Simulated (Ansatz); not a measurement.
Pb (fcc (Cu type)), relaxed with PBE+D3(BJ) (Ansatz, a first-principles code, plane waves, PAW): a = b = c = 4.9589 Å, α = β = γ = 90.00°.

Q: The same phase is relaxed and computed with PBEsol in the same code. What is the cell now?

A: a = 4.935 Å, b = 4.935 Å, c = 4.935 Å, α = 90.00°, β = 90.00°, γ = 90.00°.

All cells were relaxed under the symmetry of their starts (and spin orders); stability against distortions was not tested throughout. Scalar-relativistic: spin–orbit coupling is off unless named, which matters more the heavier the elements.

Potentials: the earlier of the program's two PAW sets.

Ansatz is a plane-wave DFT program.
